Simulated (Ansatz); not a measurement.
Ge:
```yaml
crystal:
  lattice:
    - [4.94584, 2.85548, 1.97008]
    - [-4.94584, 2.85548, 1.97008]
    - [0.00000, -5.71096, 1.97008]
  atoms:
    - { symbol: Ge, position: [0.71281, 0.71281, 0.71281] }
    - { symbol: Ge, position: [0.28719, 0.28719, 0.28719] }
    - { symbol: Ge, position: [0.02114, 0.71720, 0.52339] }
    - { symbol: Ge, position: [0.97886, 0.28280, 0.47661] }
    - { symbol: Ge, position: [0.52339, 0.02114, 0.71720] }
    - { symbol: Ge, position: [0.47661, 0.97886, 0.28280] }
    - { symbol: Ge, position: [0.71720, 0.52339, 0.02114] }
    - { symbol: Ge, position: [0.28280, 0.47661, 0.97886] }
```

Relaxed with r²SCAN. Special points in fractions of this cell's reciprocal vectors: Γ (0.000, 0.000, 0.000); L (0.500, 0.000, 0.000); T (0.500, -0.500, 0.500); P0 (0.246, -0.754, 0.246); P2 (0.246, 0.246, 0.246); F (0.500, -0.500, 0.000).

Question: List the band energies nearest the Fermi level at these points for DFT-r²SCAN with spin–orbit coupling in the program Ansatz with PAW potentials.

Answer: In eV from the Fermi level; about four levels below and three above (degenerate sets whole), none deeper than 8.9 eV; points with the same levels are listed once.

| k | below | above |
|---|---|---|
| Γ | -1.34 -1.34 -0.86 -0.86 | 1.75 1.75 2.10 2.10 |
| L | -0.93 -0.93 -0.02 -0.02 | 1.68 1.68 1.75 1.75 |
| T | -2.54 -2.54 -2.20 -2.20 | 0.18 0.18 0.32 0.32 |
| P0 | -2.23 -2.23 -2.00 -2.00 | 1.73 1.73 2.23 2.23 |
| F | -1.61 -1.61 -1.14 -1.14 | 0.73 0.73 0.99 0.99 |

Space group R-3. The first step of the workflow began from a Materials Project structure, measured or hypothetical; the Crystallography Open Database copy checked does not list it. It is not the phase usual at ambient conditions (space group No. 227). Symmetry was held in the r²SCAN relaxation; of distortions, only those at the zone centre were tested.

Potentials: the later of the program's two PAW sets.
